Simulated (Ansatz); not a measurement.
HfO2 (tetragonal-ZrO2 type, space group P4_2/nmc)

```
HfO2
1.0
    3.57698     0.00000     0.00000
    0.00000     3.57698     0.00000
    0.00000     0.00000     5.20360
Hf O
2 4
Direct
  0.00000   0.00000   0.00000
  0.50000   0.50000   0.50000
  0.00000   0.50000   0.19607
  0.00000   0.50000   0.69607
  0.50000   0.00000   0.30393
  0.50000   0.00000   0.80393
```

Two coordinates are scanned: the volume, and the ratio of the stretch along z (the conventional c axis) to the stretch across it. Atoms keep their fractional coordinates.

All values below come from r2SCAN (plane waves to 500 eV, PAW, scalar-relativistic; Ansatz, a quantum-chemistry and plane-wave program). k mesh 9×9×7 (Γ-centred), Fermi-Dirac smearing 0.05 eV. Stress and pressure are positive under compression. As the atoms are clamped, bonds stretch with the cell, which overstates energies and stresses. HfO2 is run without spin polarisation. HfO2 was relaxed with its symmetry unable to fall. Spin-orbit coupling is left out, though Hf is heavy. The PAW data are Ansatz's earlier set. This is a high-temperature form of HfO2.

At one point of the scan the stress tensor (GPa) is:

```
   12.1      0.0      0.0
    0.0     12.1      0.0
    0.0      0.0     10.6
```

Which point is it?
(A) V/V₀ = 0.960, (c/a)/(c/a)₀ = 1.040
(B) V/V₀ = 0.960, (c/a)/(c/a)₀ = 1.000
(C) V/V₀ = 0.980, (c/a)/(c/a)₀ = 0.960
(D) V/V₀ = 0.960, (c/a)/(c/a)₀ = 1.080

B, V/V₀ = 0.960, (c/a)/(c/a)₀ = 1.000

(Under strain, the slope of the energy per volume gives the stress and its curvature an elastic modulus.)
